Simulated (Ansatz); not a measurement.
MgO (wurtzite, space group No. 186), the program Ansatz at the r²SCAN level (PAW). The conduction-band minimum lies at Γ, with 1 equivalent valley. Second derivatives d²E/dk² of the lowest band at one valley (eV·Å²), along Cartesian directions:

```csv
direction,d²E/dk²
[100],20.88
[010],20.88
[001],21.21
[110],20.88
[101],21.04
[011],21.04
```

**Question.** Find the principal effective masses, the density-of-states mass and the conductivity mass.

**Answer.** Off-diagonal terms follow from H_xy = H[110] − (H_xx + H_yy)/2, and m*/mₑ = 7.620 eV·Å² over each eigenvalue: 0.36, 0.36, 0.36. One valley's DOS mass (m₁m₂m₃)^(1/3) = 0.36, conductivity mass 3/(Σ 1/mᵢ) = 0.36 mₑ.

**Question.** What effective density of states Nc follows at 300 K for parabolic valleys?

**Answer.** Nc = 2.509e19 × 1 × (0.36)^(3/2) ≈ 5.4e18 cm⁻³.

**Question.** With the computed static dielectric constant 5.76 (mean of the diagonal), estimate a hydrogenic donor's binding energy and radius.

**Answer.** E = 13.606 eV × 0.36/5.76² ≈ 150 meV; a = 0.529 Å × ε/m* ≈ 8.5 Å. Semilocal masses tend to be too small when the gap is underestimated.

Space group P6_3mc (wurtzite). The first step of the workflow began from a Materials Project structure, measured or hypothetical; the Crystallography Open Database copy checked does not list it. It is not the phase usual at ambient conditions (space group No. 225). The cell was relaxed with r²SCAN under the symmetry of its start; its stability against distortions is not shown here.

Potentials: the earlier of the program's two PAW sets.
